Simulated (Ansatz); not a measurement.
## Calculated field gradients at the nuclei for NaLiMg14O15

The cell is a Materials Project structure (computed, not necessarily an observed phase), taken as it stands.

Space group Pmm2 (No. 25); a = 4.2816, b = 8.6242, c = 8.5318 Å.

```csv
site,Wyckoff,site symmetry,x,y,z
Na,1b,mm2,0.0000,0.5000,0.5036
Li,1a,mm2,0.0000,0.0000,0.9776
Mg3,1b,mm2,0.0000,0.5000,0.9980
Mg4,1a,mm2,0.0000,0.0000,0.5222
Mg5,2h,m..,0.5000,0.2452,0.0011
Mg7,2h,m..,0.5000,0.2527,0.4988
Mg9,1c,mm2,0.5000,0.0000,0.2457
Mg10,1d,mm2,0.5000,0.5000,0.2520
Mg11,1c,mm2,0.5000,0.0000,0.7611
Mg12,1d,mm2,0.5000,0.5000,0.7478
Mg13,2g,m..,0.0000,0.2733,0.2484
Mg15,2g,m..,0.0000,0.2506,0.7557
O17,1b,mm2,0.0000,0.5000,0.2372
O18,1a,mm2,0.0000,0.0000,0.7517
O19,1b,mm2,0.0000,0.5000,0.7634
O20,2h,m..,0.5000,0.2411,0.2497
O22,2h,m..,0.5000,0.2468,0.7489
O24,1c,mm2,0.5000,0.0000,0.0113
O25,1d,mm2,0.5000,0.5000,0.0031
O26,1c,mm2,0.5000,0.0000,0.4871
O27,1d,mm2,0.5000,0.5000,0.4965
O28,2g,m..,0.0000,0.2480,0.0076
O30,2g,m..,0.0000,0.2277,0.4859
```

One atom of each set is listed.

All values are calculated (Ansatz; DFT, PBE, plane waves and PAW, scalar-relativistic, 420 eV cutoff, Γ-centred 5×3×3 k-points, Fermi–Dirac smearing 0.02 eV), not measured.

C_Q = eQV_zz/h, which is 24.18 MHz for Q = 1 b and V_zz = 10²¹ V/m²; η = (V_xx − V_yy)/V_zz.

Na-23: I = 3/2, Q = 104.0 mb; ⁷Li: I = 3/2, Q = -40.10 mb; ²⁵Mg: I = 5/2, Q = 199.4 mb; 17O: I = 5/2, Q = -25.58 mb. Q values from Pyykkö, Mol. Phys. 116, 1328 (2018).

```tsv
site	atoms	first shell	V_zz (10²¹ V/m²)	η	C_Q (MHz)
Na	1	6 O at 2.14–2.35 Å	-2.22	0.70	-5.57
Li	1	5 O at 1.93–2.16 Å	0.11	0.30	-0.108
Mg3	1	6 O at 2.00–2.17 Å	-1.77	0.30	-8.53
Mg4	1	5 O at 1.96–2.16 Å	-2.55	0.02	-12.3
Mg5	2	6 O at 2.12–2.20 Å	0.24	0.70	1.17
Mg7	2	6 O at 2.13–2.18 Å	-0.16	0.13	-0.776
Mg9	1	4 O at 2.00–2.08 Å	5.71	0.27	27.5
Mg10	1	6 O at 2.09–2.23 Å	1.58	0.87	7.60
Mg11	1	6 O at 2.13–2.34 Å	0.92	0.19	4.41
Mg12	1	6 O at 2.14–2.18 Å	0.65	0.19	3.14
Mg13	2	5 O at 1.96–2.16 Å	-1.66	0.22	-8.00
Mg15	2	6 O at 2.14–2.31 Å	0.76	0.01	3.68
O17	1	5 Mg at 1.96–2.14 Å, 1 Na at 2.27 Å	-2.59	0.57	1.60
O18	1	1 Li at 1.93 Å, 5 Mg at 1.96–2.16 Å	-2.02	0.33	1.25
O19	1	5 Mg at 2.00–2.15 Å, 1 Na at 2.22 Å	-2.78	0.50	1.72
O20	2	6 Mg at 2.08–2.23 Å	-2.63	0.04	1.63
O22	2	6 Mg at 2.13–2.18 Å	-0.30	0.23	0.185
O24	1	4 Mg at 2.00–2.13 Å, 2 Li at 2.16 Å	1.82	0.58	-1.13
O25	1	6 Mg at 2.12–2.20 Å	-1.08	0.66	0.669
O26	1	6 Mg at 2.06–2.34 Å	-2.64	0.56	1.63
O27	1	4 Mg at 2.09–2.14 Å, 2 Na at 2.14 Å	-5.11	0.09	3.16
O28	2	5 Mg at 2.07–2.17 Å, 1 Li at 2.15 Å	1.79	0.62	-1.11
O30	2	5 Mg at 1.99–2.31 Å, 1 Na at 2.35 Å	3.09	0.40	-1.91
```

At O19 and O24 V_zz points along its shortest bond, to Mg (within 1°) in each case. At Li V_zz points along its shortest bond, to O (within 1°). At O18 V_zz points along its one bond to Li (within 1°).

With these PAW files V_zz is typically within 2 to 3 % of all-electron values, but misses above 10 % occur on Li.

Hardware: 1 thread of Intel Xeon 6975P-C (Granite Rapids) (x86_64; 24 cores open to the job, memory cap 2.5 GiB, no GPU), a shared host with a load of 0.5 a core. Wall time 45 s, CPU time 45 s, peak memory 0.83 GiB.
